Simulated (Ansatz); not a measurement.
ZnO (wurtzite, space group No. 186), PBE in the plane-wave PAW code Ansatz. The conduction-band minimum lies at Γ, with 1 equivalent valley. Second derivatives d²E/dk² of the lowest band at one valley (eV·Å²), along Cartesian directions:

```tsv
direction	d²E/dk²
[100]	56.04
[010]	56.04
[001]	55.60
[110]	56.04
[101]	55.82
[011]	55.82
```

Q: Find the principal effective masses, the density-of-states mass and the conductivity mass.

A: Off-diagonal terms follow from H_xy = H[110] − (H_xx + H_yy)/2, and m*/mₑ = 7.620 eV·Å² over each eigenvalue: 0.14, 0.14, 0.14. One valley's DOS mass (m₁m₂m₃)^(1/3) = 0.14, conductivity mass 3/(Σ 1/mᵢ) = 0.14 mₑ.

Q: What effective density of states Nc follows at 300 K for parabolic valleys?

A: Nc = 2.509e19 × 1 × (0.14)^(3/2) ≈ 1.3e18 cm⁻³.

Q: With the computed static dielectric constant 10.9 (mean of the diagonal), estimate a hydrogenic donor's binding energy and radius.

A: E = 13.606 eV × 0.14/10.9² ≈ 16 meV; a = 0.529 Å × ε/m* ≈ 41 Å. Semilocal masses tend to be too small where the gap is.

Space group P6_3mc (wurtzite). Symmetry was held in the PBE relaxation; phonons on a q-mesh show no instability.

Potentials: the later of the program's two PAW sets.
